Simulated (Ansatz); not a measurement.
AgI (zinc blende)

```
AgI
1.0
    0.00000     3.31396     3.31396
    3.31396     0.00000     3.31396
    3.31396     3.31396     0.00000
Ag I
1 1
Direct
  0.00000   0.00000   0.00000
  0.25000   0.25000   0.25000
```

The slice is a {110} plane (indices of the conventional cell) through the point (0.000, 0.000, 0.000) (fractional), spanned by u = [100] and v = [1 -1 -1] in vectors of this cell: u (4.69 Å) and v (6.63 Å, at 90° to u). It covers one period; positions are fractions (u, v).

Calculation: PBE (plane waves to 420 eV, PAW, scalar-relativistic; Ansatz, a quantum-chemistry and plane-wave program). k mesh 9×9×9. Inside the PAW spheres the values are not all-electron values, and peaks at nuclei hang on which shells count as valence. AgI was relaxed with its symmetry unable to fall. Spin-orbit coupling is left out, though I is heavy.

Problem. What is the ELF at the density minimum of the shortest Ag–I line in this plane (2.87 Å)?

Solution. 0.3.

Problem. The ELF has a maximum in the middle third of the Ag–I line. Where, and how high?

Solution. 0.68, 1.7 Å from Ag.

Problem. What is the valence density on the shortest Ag–I line in this plane (2.87 Å), at its minimum between the atoms?

Solution. 0.29 e/Å³.

Problem. Sketch the electron localisation function (ELF) on this plane as a map.

Solution. 
```
v \ u  0.00  0.13  0.26  0.39  0.52  0.65  0.78  0.91
-----  ----  ----  ----  ----  ----  ----  ----  ----
0.94      x  0.47  0.16  0.68  0.72  0.53  0.17  0.58
0.84   0.25  0.14  0.61  0.60  0.48  0.65  0.34  0.19
0.75   0.09  0.26  0.69  0.34     x  0.55  0.70  0.13
0.66   0.02  0.27  0.71  0.60  0.48  0.64  0.67  0.10
0.56   0.01  0.07  0.49  0.71  0.72  0.68  0.34  0.02
0.47   0.00  0.01  0.05  0.20  0.26  0.15  0.02  0.00
0.38   0.01  0.01  0.01  0.01  0.02  0.01  0.01  0.01
0.28   0.06  0.05  0.02  0.00  0.00  0.01  0.03  0.05
0.19   0.16  0.15  0.09  0.02  0.01  0.03  0.11  0.16
0.09   0.55  0.39  0.17  0.06  0.04  0.09  0.22  0.48
0.00      x  0.56  0.16  0.29  0.48  0.18  0.25     x
```

Values: electron localisation function (ELF). Points within 0.5 Å of a nucleus are blanked (x), as the pseudised field means little there.
